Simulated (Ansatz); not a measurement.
According to DFT-r²SCAN in the program Ansatz with PAW potentials, Ag in the A15 (β-W type) structure (Pm-3n) relaxes to a = 5.226 Å.

Electronic character: metallic (no gap). Gap from r²SCAN with spin–orbit coupling: none (metallic).

The bulk modulus is 96.1 GPa. The relaxed-ion elastic constants in GPa are C11 = 178, C12 = 55.1, C44 = -17.5.

The start of the workflow was typed in or built on a structure type; neither database checked (COD, Materials Project) lists it. It is not the phase usual at ambient conditions (space group No. 225). The cell was relaxed with r²SCAN under the symmetry of its start. At this level the phase is mechanically unstable. The run is not spin-polarised. As this level gives no gap, shear constants depend on the k-mesh and smearing (Fermi–Dirac, 0.1 eV here). Spin–orbit coupling is left out wherever it is not named.

Potentials: the later of the program's two PAW sets.
